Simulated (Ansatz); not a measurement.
Si$_{2}$Mo:
```xyz
3
Lattice="-1.6085 1.6085 3.9365 1.6085 -1.6085 3.9365 1.6085 1.6085 -3.9365" Properties=species:S:1:pos:R:3 pbc="T T T"
Si     0.0000     0.0000     5.2347
Si     0.0000     0.0000     2.6383
Mo     0.0000     0.0000     0.0000
```

Relaxed with PBE. Special points in fractions of this cell's reciprocal vectors: Γ (0.000, 0.000, 0.000); X (0.000, 0.000, 0.500); P (0.250, 0.250, 0.250); N (0.000, 0.500, 0.000); M (0.500, 0.500, -0.500); S (0.292, 0.708, -0.292); S0 (-0.292, 0.292, 0.292); R (-0.083, 0.083, 0.500); G (0.500, 0.500, -0.083).

Question: List the band energies nearest the Fermi level at these points for PBE (plane waves, PAW; program Ansatz).

Answer: In eV from the Fermi level; about four levels below and three above (degenerate sets whole), none deeper than 8.9 eV; points with the same levels are listed once.

```csv
k,below,above
Γ,-3.42 -2.99 -2.58 -2.58,0.35 3.07 3.25
X,-5.20 -4.38 -3.00 -1.22,2.26 2.67 3.10
P,-6.14 -2.71 -2.06 -2.06,0.27 2.26 3.99 3.99
N,-4.46 -2.55 -2.52 -0.49,2.21 3.08 3.96
M,-0.57 -0.57 -0.48 -0.48,0.48 4.69 4.99
S,-2.74 -2.46 -2.24 -0.40,1.51 3.01 3.62
R,-4.39 -3.79 -2.87 -1.79,1.75 2.01 2.55
```

Space group I4/mmm (MoSi2 or CaC2 type). The cell was relaxed with PBE under the symmetry of its start. The run is not spin-polarised. Spin–orbit coupling is left out wherever it is not named.

Potentials: the earlier of the program's two PAW sets.
